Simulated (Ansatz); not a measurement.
## Cr (P63/mmc): ferro- and antiferromagnetic starts

The geometry is a structure as deposited in COD, repeated to hold the magnetic orders, held fixed and not relaxed.

The runs share LDA, 10×10×10 k mesh, Fermi–Dirac smearing of 0.03 eV. PAW means Ansatz 0.2.0 on its default frozen-core files; LAPW is all-electron LAPW in Ansatz 0.2.0. Site moments are integrated in spheres about the atoms, whose radii differ between the methods.

The reference run was typed so:

```yaml
crystal:
  lattice:
    - [2.714, 0.0, 0.0]
    - [0.0, 4.7007858918, 0.0]
    - [1.357, 2.3503929459, 4.41]
  atoms:
    - { symbol: Cr, position: [0.875, 0.2083333334, 0.25], spin: 3.0 }
    - { symbol: Cr, position: [0.375, 0.7083333334, 0.25], spin: 3.0 }
    - { symbol: Cr, position: [0.125, 0.7916666666, 0.75], spin: 3.0 }
    - { symbol: Cr, position: [0.625, 0.2916666666, 0.75], spin: 3.0 }
magnetization:
  spin_polarized: true
kpoints:
  mp_grid: { grid: [10, 10, 10] }
scf:
  occupations: { method: fermi_dirac, width: 0.03 }
  lower_state_search: "off"
hamiltonian:
  xc: lda
  pseudopotentials: { kind: paw }
output:
  forces: true
  stress: true
  eigenvalues: true
  populations: true
  write_density: true
  write_potential: true
  elf: true
  volumetric_format: npy
```

Command: `ansatz run input.yaml --threads 2 --pin off --max-ram 6144MiB --backend cpu --events-out ev --progress --plain --runs-dir out`

The input for «start Cr1↑ Cr2↓ Cr3↑ Cr4↓» by LAPW differs from it in these lines, output keys apart:

```diff
-    - { symbol: Cr, position: [0.375, 0.7083333334, 0.25], spin: 3.0 }
+    - { symbol: Cr, position: [0.375, 0.7083333334, 0.25], spin: -3.0 }
-    - { symbol: Cr, position: [0.625, 0.2916666666, 0.75], spin: 3.0 }
+    - { symbol: Cr, position: [0.625, 0.2916666666, 0.75], spin: -3.0 }
-  pseudopotentials: { kind: paw }
+  pseudopotentials: { kind: all_electron, lapw: { basis_error: 0.0005 } }
```

Energies count from the run that starts all moments parallel. Patterns list the atoms that start with 0.5 μB or more.

```json
{"start": "Cr1↑, Cr2↑, Cr3↑, Cr4↑", "ΔF PAW (meV/atom)": "0.0", "ΔF LAPW (meV/atom)": "0.0", "largest moment, PAW (μB)": "?", "M, PAW (μB/cell)": "2.33", "order at the end, PAW": "kept", "P, PAW (GPa)": "-38.3"}
{"start": "Cr1↑, Cr2↓, Cr3↑, Cr4↓", "ΔF PAW (meV/atom)": "-7.2", "ΔF LAPW (meV/atom)": "-6.9", "largest moment, PAW (μB)": "?", "M, PAW (μB/cell)": "0.00", "order at the end, PAW": "kept", "P, PAW (GPa)": "-33.2"}
{"start": "Cr1↑, Cr2↑, Cr3↑, Cr4↓", "ΔF PAW (meV/atom)": "-2.1", "ΔF LAPW (meV/atom)": "-2.0", "largest moment, PAW (μB)": "1.23", "M, PAW (μB/cell)": "0.00", "order at the end, PAW": "changed", "P, PAW (GPa)": "-36.5"}
{"start": "no spin polarisation", "ΔF PAW (meV/atom)": "+2.3", "ΔF LAPW (meV/atom)": "–", "largest moment, PAW (μB)": "0.00", "M, PAW (μB/cell)": "0.00", "order at the end, PAW": "–", "P, PAW (GPa)": "-39.2"}
```

**Question.** Fill in "largest moment, PAW (μB)" for the row "Cr1↑, Cr2↑, Cr3↑, Cr4↑".

**Answer.** 0.53.

**Question.** Fill in "largest moment, PAW (μB)" for the row "Cr1↑, Cr2↓, Cr3↑, Cr4↓".

**Answer.** 1.31.

The lowest of these ends as follows. Site moments (μB): Cr1 1.31, Cr2 -1.31, Cr3 1.31, Cr4 -1.31. Cell moment 0.00 μB. Orders of other supercells weren't tried and can lie lower.

The start Cr1↑, Cr2↑, Cr3↑, Cr4↓ ends so. Site moments (μB): Cr1 0.00, Cr2 0.00, Cr3 1.23, Cr4 -1.23. Cell moment 0.00 μB.

The PAW files were made with PBE; the program remakes their cores once for the run's functional and then keeps them frozen. This cell lies far from its zero-pressure volume, so the numbers describe the cell as given rather than the relaxed compound. The Ansatz runs typed with the search for lower states off end where their start leads. The magnetic state is the one that this cell and start allow. It needn't be the compound's measured order, which may need a larger cell or be absent. Left out because it may lie on a higher state: PAW, start Cr1↑ Cr2↑ Cr3↓ Cr4↓.
